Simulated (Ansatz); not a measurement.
**Spinel alloy of ZnGa2O4 and ZnAl2O4 (4 of 16 Ga sites exchanged), 56 atoms**

Ansatz, PAW, plane waves. PBEsol relaxation of volume and atoms (shape held) at the single k point (¼, ¼, ¼) without its symmetry partners; single points on the relaxed atoms at the single k point (¼, ¼, ¼) without its symmetry partners, onto which points of the small cell's zone fold. Arrangement: unlike neighbours preferred. No spin–orbit coupling unless named.

Relaxed structure:

```
Zn Ga O Al
1.0
     8.27829    0.00000    0.00000
     0.00000    8.27829    0.00000
     0.00000    0.00000    8.27829
Zn Ga O Al
8 12 32 4
Direct
  0.87441 0.37482 0.37556
  0.37500 0.87482 0.37498
  0.37441 0.37482 0.87556
  0.12536 0.12556 0.12534
  0.87500 0.87482 0.87498
  0.62477 0.62556 0.12592
  0.62536 0.12556 0.62534
  0.12477 0.62556 0.62593
  0.49733 0.00018 0.00301
  0.74988 0.25018 0.00044
  0.74737 0.00020 0.25298
  0.00244 0.50017 0.99790
  0.99733 0.00018 0.50301
  0.50244 0.50018 0.49790
  0.24989 0.25018 0.50044
  0.25240 0.50020 0.24795
  0.24737 0.00020 0.75297
  0.75240 0.50020 0.74794
  0.99988 0.75020 0.25043
  0.49989 0.75020 0.75044
  0.50845 0.01878 0.24200
  0.73254 0.24049 0.24108
  0.50915 0.24065 0.01775
  0.73707 0.01012 0.01319
  0.01262 0.51013 0.23765
  0.24052 0.74050 0.23310
  0.01720 0.74065 0.00971
  0.24144 0.51877 0.00903
  0.00846 0.01878 0.74201
  0.23254 0.24049 0.74108
  0.00916 0.24065 0.51775
  0.23708 0.01012 0.51319
  0.26723 0.25990 0.25982
  0.49131 0.48161 0.25890
  0.49062 0.25972 0.48313
  0.26270 0.49025 0.48772
  0.51262 0.51013 0.73764
  0.74052 0.74049 0.73310
  0.51720 0.74065 0.50972
  0.74144 0.51877 0.50903
  0.75925 0.75989 0.26779
  0.98715 0.99026 0.26326
  0.98257 0.75972 0.49118
  0.75833 0.98160 0.49188
  0.76723 0.25989 0.75981
  0.99131 0.48161 0.75890
  0.99062 0.25971 0.98314
  0.76270 0.49025 0.98772
  0.25925 0.75989 0.76779
  0.48714 0.99026 0.76326
  0.48257 0.75972 0.99118
  0.25833 0.98160 0.99188
  0.24989 0.75018 0.00044
  0.49988 0.25020 0.25044
  0.74989 0.75018 0.50044
  0.99988 0.25019 0.75044
```

What are the mean bond lengths by pair (pairs within 1.2 times the sum of covalent radii, less contacts 15 % beyond the pair's median; cation–cation pairs of compounds aside; long ionic contacts are cut short by that bound)?

Al–O 1.926 ± 0.005 Å (standard deviation, 24 bonds); Ga–O 1.993 ± 0.005 Å (standard deviation, 72 bonds); O–Zn 1.965 ± 0.002 Å (standard deviation, 32 bonds).

What gap lies between the top filled and the lowest empty level in the single points?

HSE06 5.87 eV (40 s on NVIDIA H100). Away from Γ this isn't the crystal's band gap.
